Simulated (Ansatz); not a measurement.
MgTl (CsCl type)

```
MgTl
1.0
    7.12858     0.00000     0.00000
    3.56429     3.56429     0.00000
    3.56429     0.00000     3.56429
Mg Tl
2 2
Direct
  0.00000   0.00000   0.00000
  0.50000   0.00000   0.00000
  0.75000   0.50000   0.50000
  0.25000   0.50000   0.50000
```

A phonon eigenvector at R = (0.5, 0.5, 0.5) is frozen into this cell: atom i moves by Q times the vector below, so Q is the largest atomic displacement, in Å. The cell is held. It is one choice among 3 degenerate patterns. (q is in reciprocal vectors of the primitive cell; the cell shown is doubled to hold the pattern.)

| atom | x | y | z |
|---|---|---|---|
| Mg1 | 0.000 | 0.000 | 1.000 |
| Mg2 | 0.000 | 0.000 | -1.000 |

Atoms not listed stay in place.

Level of theory: LDA (plane waves to 420 eV, PAW, scalar-relativistic; Ansatz, a first-principles code). k mesh 13×13×13 (Γ-centred), Fermi-Dirac smearing 0.05 eV. Energies are smeared free energies. With partly filled bands, energies and forces of such displacements shift with the k mesh and the smearing. MgTl was relaxed with its symmetry unable to fall. Spin-orbit coupling is left out, though Tl is heavy. The zero of ΔE is the undisplaced structure. The last digit holds for this mesh only.

| Q (Å) | ΔE (meV/cell) |
|---|---|
| -0.1000 | 20.23 |
| -0.0833 | 13.97 |
| -0.0667 | 8.91 |
| -0.0500 | 5.00 |
| -0.0333 | withheld |
| -0.0167 | 0.55 |
| 0.0000 | 0.00 |
| 0.0167 | 0.55 |
| 0.0333 | withheld |
| 0.0500 | 5.00 |
| 0.0667 | 8.91 |
| 0.0833 | 13.97 |
| 0.1000 | 20.23 |

Question: Fit an even polynomial form (powers 2, 4) to the given rows and predict ΔE at Q = 0.0333.

Answer: Least squares on the 11 given rows: ΔE = (1989)·Q² + (3378)·Q⁴, in meV/cell with Q in Å; root-mean-square residual 0.005 meV/cell. At 0.0333 the fit gives 2.21 meV/cell; the calculation gives 2.22 meV/cell, so the interpolation is off by -0.01 (-0.5 %). The quadratic term alone would give 2.21 meV/cell.

(A displaced cell: forces are minus the slopes of the energy, force constants its curvatures, and phonons follow from these.)
